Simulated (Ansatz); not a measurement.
## Mg2Al3VS8, one structure, two calculations

Cell: a computed structure from the Materials Project (it need not be an observed phase).

Space group P-1 (No. 2); a = 7.2386, b = 7.2393, c = 7.2478 Å, α = 60.10°, β = 60.37°, γ = 60.04°.

| site | Wyckoff | site symmetry | x | y | z |
| --- | --- | --- | --- | --- | --- |
| Mg | 2i | 1 | 0.1251 | 0.6252 | 0.1246 |
| Al3 | 1h | -1 | 0.5000 | 0.5000 | 0.5000 |
| Al4 | 1b | -1 | 0.0000 | 0.0000 | 0.5000 |
| Al5 | 1f | -1 | 0.5000 | 0.0000 | 0.5000 |
| V | 1d | -1 | 0.5000 | 0.0000 | 0.0000 |
| S7 | 2i | 1 | 0.2612 | 0.2142 | 0.2633 |
| S8 | 2i | 1 | 0.2855 | 0.2386 | 0.7371 |
| S9 | 2i | 1 | 0.7378 | 0.2382 | 0.2865 |
| S10 | 2i | 1 | 0.7392 | 0.2386 | 0.7354 |

One atom of each set is listed.

First run. Computed with Ansatz: DFT, PBE, plane waves and PAW, scalar-relativistic, collinear spin, 420 eV cutoff, Γ-centred 5×5×5 k-points, Fermi–Dirac smearing 0.02 eV. Start moments as typed (μB): 2 on each V, none on the rest.

```
site  V_zz (10²¹ V/m²)     η  m (μB)
  Mg             0.041  0.23    0.00
 Al3             -0.34  0.94    0.01
 Al4             -0.34  0.56    0.01
 Al5              0.28  0.80    0.01
   V              6.81  0.48    1.66
  S7              1.61  0.66   -0.02
  S8              1.60  0.62   -0.02
  S9             -1.51  0.43    0.01
 S10              1.15  0.95   -0.01
```

Second run. The same atoms and settings, except that the mesh is 6×6×6 and the Fermi–Dirac smearing is 0.05 eV.

Problem. Given the first result, estimate the second.

Solution. 

| site | V_zz | η | change of V_zz | m (μB) |
| --- | --- | --- | --- | --- |
| Mg | 0.035 | 0.24 | -0.01 | 0.00 |
| Al3 | -0.30 | 1.00 | +0.04 | 0.01 |
| Al4 | -0.34 | 0.49 | 0.00 | 0.01 |
| Al5 | 0.28 | 0.83 | 0.00 | 0.01 |
| V | -2.59 | 0.24 | – | 1.67 |
| S7 | 1.39 | 0.75 | -0.22 | -0.02 |
| S8 | 1.36 | 0.75 | -0.24 | -0.02 |
| S9 | -1.36 | 0.10 | +0.15 | 0.01 |
| S10 | 1.45 | 0.73 | +0.30 | -0.02 |

The largest change of V_zz along a kept axis is on S10, from 1.15 to 1.45. The whole tensor moves most on V, by 5.57 along its most changed direction. Where |V_zz| stays above 0.1 and the axes keep their order, η moves most on S10, from 0.95 to 0.73. On S9 V_xx and V_yy change places (or their axes turn by over 50°), so the two values of η hide a larger change. On V the largest principal value lies along another axis in the second run, so the two V_zz can't be compared directly.

Semilocal functionals can leave a metal where correlation in the d or f shell opens a gap in the real compound, and that would change the values at and beside V. All moments are parallel here, as the start or the cell imposes; many such compounds order antiparallel, where fields and spin densities carried over to other atoms largely cancel. The magnetic order is the one that the run reached from its start moments, not necessarily the measured one.
